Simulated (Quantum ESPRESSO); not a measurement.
Al3SiO5N, finding a planted mistake in a log

Computed values, not a measurement. The program is pw.x of Quantum ESPRESSO 7.5 (plane-wave density functional theory). The cell is made up: 10 atoms on a corundum lattice, with randomly drawn elements, strain and displacements, not relaxed. PseudoDojo standard norm-conserving files (v0.5 for PBE, v0.4.1 for LDA and PBEsol) set the functional; there is no spin polarisation, spin-orbit coupling or dispersion term, and the masses in the input are unused placeholders.

Intended input:

```
&control calculation='scf', pseudo_dir='./dojo.nc.sr.pbe.v0_5.standard.upf', outdir='./o', disk_io='low', tprnfor=.true., tstress=.true. /
&system ibrav=0, nat=10, ntyp=4, nbnd=30, ecutwfc=84.00895049, nosym=.true., tot_charge=0,
 occupations='smearing', smearing='fd', degauss=0.0018374661
/
&electrons conv_thr=7.350e-09, electron_maxstep=60, /
ATOMIC_SPECIES
Al 1.0 Al.upf
N 1.0 N.upf
O 1.0 O.upf
Si 1.0 Si.upf
CELL_PARAMETERS angstrom
2.3499 1.3567 4.2731
-2.3499 1.3567 4.2731
0.0 -2.7134 4.2731
ATOMIC_POSITIONS angstrom
Al -0.034 0.0251 4.5289
Al 0.0033 -0.0438 1.8747
Si 0.0583 0.0493 8.2287
Al -0.0182 -0.0326 10.923
O -1.0245 1.2905 7.5169
O -0.7097 -1.453 7.54
O 1.6495 0.0814 7.6047
O 0.8261 -1.4654 5.3347
O 0.7785 1.4512 5.3261
N -1.6495 -0.129 5.2322
K_POINTS automatic
6 6 6 1 1 1
```

The log is shortened where brackets say so; the opening notice, blank lines, dates and the lines on written files are dropped, and the path of the files is cut. It prints rydbergs, bohrs and kilobars, and counts compression as positive stress. Where no state is partly filled, the Fermi energy that it prints is only some level between the filled and the empty states on the mesh, and need not lie in the true gap.

Log of the intended run:

```
     Program PWSCF v.7.5
     Parallel version (MPI & OpenMP), running on       4 processor cores
     Number of MPI processes:                 4
     Threads/MPI process:                     1
     [start-up lines left out]
     bravais-lattice index     =            0
     lattice parameter (alat)  =       9.5655  a.u.
     unit-cell volume          =     551.5998 (a.u.)^3
     number of atoms/cell      =           10
     number of atomic types    =            4
     number of electrons       =        48.00
     number of Kohn-Sham states=           30
     kinetic-energy cutoff     =      84.0090  Ry
     charge density cutoff     =     336.0358  Ry
     scf convergence threshold =      7.3E-09
     mixing beta               =       0.7000
     number of iterations used =            8  plain     mixing
     Exchange-correlation= PBE
                           (   1   4   3   4   0   0   0)
     [axes and pseudopotential details left out]
   Cartesian axes
     site n.     atom                  positions (alat units)
         1        Al     tau(   1) = (  -0.0067169   0.0049587   0.8947172  )
         2        Al     tau(   2) = (   0.0006519  -0.0086530   0.3703607  )
         3        Si     tau(   3) = (   0.0115176   0.0097396   1.6256397  )
         4        Al     tau(   4) = (  -0.0035955  -0.0064404   2.1579184  )
         5        O      tau(   5) = (  -0.2023975   0.2549477   1.4850184  )
         6        O      tau(   6) = (  -0.1402064  -0.2870508   1.4895820  )
         7        O      tau(   7) = (   0.3258708   0.0160812   1.5023640  )
         8        O      tau(   8) = (   0.1632021  -0.2895005   1.0539089  )
         9        O      tau(   9) = (   0.1537984   0.2866951   1.0522099  )
        10        N      tau(  10) = (  -0.3258708  -0.0254849   1.0336593  )
     number of k points=   108  Fermi-Dirac smearing, width (Ry)=  0.0018
     Number of k-points >= 100: set verbosity='high' to print them.
     Dense  grid:    57299 G-vectors     FFT dimensions: (  60,  60,  60)
     Estimated max dynamical RAM per process >     170.95 MB
     Estimated total dynamical RAM >     641.82 MB
     Initial potential from superposition of free atoms
     starting charge      47.9920, renormalised to      48.0000
     Starting wfcs are   40 randomized atomic wfcs
     total cpu time spent up to now is        3.5 secs
     per-process dynamical memory:   145.0 Mb
     Self-consistent Calculation
     iteration #  1     ecut=    84.01 Ry     beta= 0.70
     Davidson diagonalization with overlap
     ethr =  1.00E-02,  avg # of iterations =  3.6
     total cpu time spent up to now is        9.5 secs
     total energy              =    -208.47179298 Ry
     estimated scf accuracy    <       2.29858575 Ry
     iteration #  2     ecut=    84.01 Ry     beta= 0.70
     Davidson diagonalization with overlap
     ethr =  4.79E-03,  avg # of iterations =  2.1
     total cpu time spent up to now is       15.2 secs
     total energy              =    -209.18045511 Ry
     estimated scf accuracy    <       1.27353715 Ry
     [iterations 3 to 9 left out]
     iteration # 10     ecut=    84.01 Ry     beta= 0.70
     Davidson diagonalization with overlap
     ethr =  5.69E-10,  avg # of iterations =  3.7
     total cpu time spent up to now is       60.3 secs
     total energy              =    -209.40493274 Ry
     estimated scf accuracy    <       0.00000006 Ry
     iteration # 11     ecut=    84.01 Ry     beta= 0.70
     Davidson diagonalization with overlap
     ethr =  1.21E-10,  avg # of iterations =  2.0
     total cpu time spent up to now is       65.6 secs
     End of self-consistent calculation
     Number of k-points >= 100: set verbosity='high' to print the bands.
     the Fermi energy is    12.5935 ev
!    total energy              =    -209.40493276 Ry
     estimated scf accuracy    <          4.3E-09 Ry
     smearing contrib. (-TS)   =       0.00000000 Ry
     internal energy E=F+TS    =    -209.40493276 Ry
     The total energy is F=E-TS. E is the sum of the following terms:
     one-electron contribution =     -23.06299824 Ry
     hartree contribution      =      48.31384613 Ry
     xc contribution           =     -59.24142049 Ry
     ewald contribution        =    -175.41436015 Ry
     convergence has been achieved in  11 iterations
     Forces acting on atoms (cartesian axes, Ry/au):
     atom    1 type  1   force =     0.03608900   -0.02560416    0.06321518
     atom    2 type  1   force =    -0.00250839   -0.04347825   -0.03611107
     atom    3 type  4   force =    -0.03246949    0.01432524    0.14201489
     atom    4 type  1   force =     0.01394266    0.03439868   -0.06869920
     atom    5 type  3   force =     0.10378468   -0.01252527   -0.03423801
     atom    6 type  3   force =     0.02793853    0.06613744   -0.02468407
     atom    7 type  3   force =    -0.06050174   -0.04757746   -0.10323558
     atom    8 type  3   force =     0.08393237    0.07979731   -0.00623562
     atom    9 type  3   force =    -0.07035054   -0.00842832    0.01412153
     atom   10 type  2   force =    -0.09985707   -0.05704519    0.05385194
     Total force =     0.325457     Total SCF correction =     0.000046
     Computing stress (Cartesian axis) and pressure
          total   stress  (Ry/bohr**3)                   (kbar)     P=      174.08
   0.00152764  -0.00007618  -0.00039337          224.72      -11.21      -57.87
  -0.00007618   0.00101771  -0.00017356          -11.21      149.71      -25.53
  -0.00039337  -0.00017356   0.00100481          -57.87      -25.53      147.81
     init_run     :      3.25s CPU      3.36s WALL (       1 calls)
     electrons    :     61.94s CPU     62.18s WALL (       1 calls)
     forces       :      0.94s CPU      0.95s WALL (       1 calls)
     stress       :      3.18s CPU      3.18s WALL (       1 calls)
     [timing details left out]
     PWSCF        :   1m 9.43s CPU   1m 9.81s WALL
     JOB DONE.
```

A second run was made from an input with one planted mistake. Its log:

```
     Program PWSCF v.7.5
     Parallel version (MPI & OpenMP), running on       4 processor cores
     Number of MPI processes:                 4
     Threads/MPI process:                     1
     [start-up lines left out]
     bravais-lattice index     =            0
     lattice parameter (alat)  =       9.5655  a.u.
     unit-cell volume          =     551.5998 (a.u.)^3
     number of atoms/cell      =           10
     number of atomic types    =            4
     number of electrons       =        48.00
     number of Kohn-Sham states=           48
     kinetic-energy cutoff     =      84.0090  Ry
     charge density cutoff     =     336.0358  Ry
     scf convergence threshold =      7.3E-09
     mixing beta               =       0.7000
     number of iterations used =            8  plain     mixing
     Exchange-correlation= PBE
                           (   1   4   3   4   0   0   0)
     [axes and pseudopotential details left out]
   Cartesian axes
     site n.     atom                  positions (alat units)
         1        Al     tau(   1) = (  -0.0067169   0.0049587   0.8947172  )
         2        Al     tau(   2) = (   0.0006519  -0.0086530   0.3703607  )
         3        Si     tau(   3) = (   0.0115176   0.0097396   1.6256397  )
         4        Al     tau(   4) = (  -0.0035955  -0.0064404   2.1579184  )
         5        O      tau(   5) = (  -0.2023975   0.2549477   1.4850184  )
         6        O      tau(   6) = (  -0.1402064  -0.2870508   1.4895820  )
         7        O      tau(   7) = (   0.3258708   0.0160812   1.5023640  )
         8        O      tau(   8) = (   0.1632021  -0.2895005   1.0539089  )
         9        O      tau(   9) = (   0.1537984   0.2866951   1.0522099  )
        10        N      tau(  10) = (  -0.3258708  -0.0254849   1.0336593  )
     number of k points=   108  Fermi-Dirac smearing, width (Ry)=  0.0507
     Number of k-points >= 100: set verbosity='high' to print them.
     Dense  grid:    57299 G-vectors     FFT dimensions: (  60,  60,  60)
     Estimated max dynamical RAM per process >     234.28 MB
     Estimated total dynamical RAM >     895.15 MB
     Initial potential from superposition of free atoms
     starting charge      47.9920, renormalised to      48.0000
     Starting wfcs are   40 randomized atomic wfcs +    8 random wfcs
     total cpu time spent up to now is        3.6 secs
     per-process dynamical memory:   201.7 Mb
     Self-consistent Calculation
     iteration #  1     ecut=    84.01 Ry     beta= 0.70
     Davidson diagonalization with overlap
     ethr =  1.00E-02,  avg # of iterations =  6.5
     total cpu time spent up to now is       15.1 secs
     total energy              =    -208.53417542 Ry
     estimated scf accuracy    <       2.22676339 Ry
     iteration #  2     ecut=    84.01 Ry     beta= 0.70
     Davidson diagonalization with overlap
     ethr =  4.64E-03,  avg # of iterations =  2.0
     total cpu time spent up to now is       22.2 secs
     total energy              =    -209.12098481 Ry
     estimated scf accuracy    <       1.39571075 Ry
     [iterations 3 to 8 left out]
     iteration #  9     ecut=    84.01 Ry     beta= 0.70
     Davidson diagonalization with overlap
     ethr =  1.12E-09,  avg # of iterations =  2.3
     total cpu time spent up to now is       71.0 secs
     total energy              =    -209.41032047 Ry
     estimated scf accuracy    <       0.00000006 Ry
     iteration # 10     ecut=    84.01 Ry     beta= 0.70
     Davidson diagonalization with overlap
     ethr =  1.32E-10,  avg # of iterations =  2.0
     total cpu time spent up to now is       77.3 secs
     End of self-consistent calculation
     Number of k-points >= 100: set verbosity='high' to print the bands.
     the Fermi energy is    12.9537 ev
!    total energy              =    -209.41032048 Ry
     estimated scf accuracy    <          6.8E-09 Ry
     smearing contrib. (-TS)   =      -0.02769791 Ry
     internal energy E=F+TS    =    -209.38262257 Ry
     The total energy is F=E-TS. E is the sum of the following terms:
     one-electron contribution =     -23.03323004 Ry
     hartree contribution      =      48.30243080 Ry
     xc contribution           =     -59.23746317 Ry
     ewald contribution        =    -175.41436015 Ry
     convergence has been achieved in  10 iterations
     Forces acting on atoms (cartesian axes, Ry/au):
     atom    1 type  1   force =     0.03847143   -0.02488594    0.05928511
     atom    2 type  1   force =    -0.00370100   -0.04131233   -0.03107287
     atom    3 type  4   force =    -0.03187227    0.01344231    0.13438114
     atom    4 type  1   force =     0.01274585    0.03203271   -0.06433886
     atom    5 type  3   force =     0.10088330   -0.00873383   -0.03362827
     atom    6 type  3   force =     0.02317473    0.06018297   -0.02648771
     atom    7 type  3   force =    -0.05465537   -0.04682689   -0.10229662
     atom    8 type  3   force =     0.08222937    0.07959787   -0.00494026
     atom    9 type  3   force =    -0.06860388   -0.00800021    0.01485105
     atom   10 type  2   force =    -0.09867216   -0.05549667    0.05424728
     Total force =     0.314077     Total SCF correction =     0.000128
     Computing stress (Cartesian axis) and pressure
          total   stress  (Ry/bohr**3)                   (kbar)     P=      183.88
   0.00160225  -0.00005700  -0.00039192          235.70       -8.38      -57.65
  -0.00005700   0.00108549  -0.00015989           -8.38      159.68      -23.52
  -0.00039192  -0.00015989   0.00106220          -57.65      -23.52      156.25
     init_run     :      3.38s CPU      3.51s WALL (       1 calls)
     electrons    :     73.46s CPU     73.72s WALL (       1 calls)
     forces       :      1.11s CPU      1.11s WALL (       1 calls)
     stress       :      3.69s CPU      3.69s WALL (       1 calls)
     [timing details left out]
     PWSCF        :   1m21.75s CPU   1m22.16s WALL
     JOB DONE.
```

Question: what was wrong in the second input?

Answer: the smearing is too wide. The input lines that differ, file-writing options aside:

```
- &system ibrav=0, nat=10, ntyp=4, nbnd=30, ecutwfc=84.00895049, nosym=.true., tot_charge=0,
+ &system ibrav=0, nat=10, ntyp=4, nbnd=48, ecutwfc=84.00895049, nosym=.true., tot_charge=0,
-  occupations='smearing', smearing='fd', degauss=0.0018374661
+  occupations='smearing', smearing='fd', degauss=0.0507140646
```

```
                                            intended run  run with the mistake
                          free energy (eV)     -2849.099             -2849.173
                    smearing term -TS (eV)        0.0000               -0.3768
                            pressure (GPa)         17.41                 18.39
            largest force component (eV/Å)         3.651                 3.455
largest change of a force component (eV/Å)                               0.196
                                iterations            11                    10
```

For scale, a rerun of the intended cell at a cutoff of 1437 eV and k mesh 8 x 8 x 8 moved values by no more than 0.003 eV in energy, 0.02 GPa in stress and 0.002 eV/Å in force. The number of bands, nbnd, was set by rule from the electron count and the smearing, so it follows the mistake.